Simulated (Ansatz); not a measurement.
**Sensitivity of the gradients in TlAg3Te2 to the input**

This input was run with Ansatz:

```yaml
crystal:
  lattice:
    - [2.3, -7.725, 0.0]
    - [2.3, 7.725, 0.0]
    - [0.0, 0.0, 4.76]
  atoms:
    - { symbol: Tl, position: [0.0, 0.0, 0.0] }
    - { symbol: Ag, position: [0.5, 0.5, 0.5] }
    - { symbol: Ag, position: [0.315, 0.685, 0.0] }
    - { symbol: Ag, position: [0.685, 0.315, 0.0] }
    - { symbol: Te, position: [0.125, 0.875, 0.5] }
    - { symbol: Te, position: [0.875, 0.125, 0.5] }
kpoints:
  mp_grid: { grid: [8, 8, 7] }
scf:
  occupations: { method: fermi_dirac, width: 0.05 }
hamiltonian:
  xc: rpbe
  pseudopotentials: { kind: paw }
output:
  forces: true
  stress: true
  populations: true
  efg: { contact_densities: true }
  write_density: true
  write_potential: true
  elf: true
  volumetric_format: npy
```

```sh
ansatz run input.yaml --threads 1 --pin off --max-ram 3072MiB --backend cpu --events-out ev --progress --plain --runs-dir out
```

It converged. Of its output the block on the nuclei alone is shown, without the SCF iterations, energies, forces and stress (one atom of each set):

```
--- PAW observables at the nuclei: V_zz in 10²¹ V/m², potentials from the cell's mean, atoms counted from 1 ---
  atom   1  Tl V_zz =   +21.549858   η = 0.5233   by run symmetry: allowed
            electrostatic potential = -17132.688670 V   contact ρ = 15293582.058282 e/Å³
  atom   2  Ag V_zz =    +8.704019   η = 0.0829   by run symmetry: allowed
            electrostatic potential = -7476.523966 V   contact ρ = 948872.266580 e/Å³
  atom   3  Ag V_zz =    +1.787161   η = 0.0106   by run symmetry: allowed
            electrostatic potential = -7476.984684 V   contact ρ = 948861.882819 e/Å³
  atom   5  Te V_zz =   -17.830496   η = 0.0148   by run symmetry: allowed
            electrostatic potential = -8648.992824 V   contact ρ = 1469519.255039 e/Å³
```

Task: Can these gradients be trusted, and how do they compare with a run on standard settings?

Result: As results of these settings, within the limits told below. Against the standard input the change is `hamiltonian.xc`: pbe → rpbe. A site carries the number of its first atom; V_zz in 10²¹ V/m².

```json
{"site": "Tl", "V_zz standard": "21.0", "η standard": "0.54", "V_zz here": "21.5", "η here": "0.52"}
{"site": "Ag2", "V_zz standard": "8.16", "η standard": "0.07", "V_zz here": "8.70", "η here": "0.08"}
{"site": "Ag3", "V_zz standard": "1.71", "η standard": "0.01", "V_zz here": "1.79", "η here": "0.01"}
{"site": "Te", "V_zz standard": "-17.56", "η standard": "0.03", "V_zz here": "-17.83", "η here": "0.01"}
```

The largest change of V_zz is on Tl, from 21.0 to 21.5. In per cent, |V_zz| changes by +3 on Tl, +7 on Ag, +2 on Te (all sites that start above 2). SCF iterations: 7 and 7.

On the reference run: At this cell the principal stresses reach 5 GPa in size with PBE, which can matter for small gradients. The largest force is 1.4 eV/Å, so the atoms aren't at the calculated equilibrium and relaxing them would move these values. With no gap above 0.1 eV, as in a metal, the gradients converge slowly in k; expect changes of a tenth or more on a denser mesh. Spin–orbit coupling is left out, which shifts gradients on Tl by a few per cent in wide-gap crystals, and can shift them far more where the calculated gap is small or absent, as here.
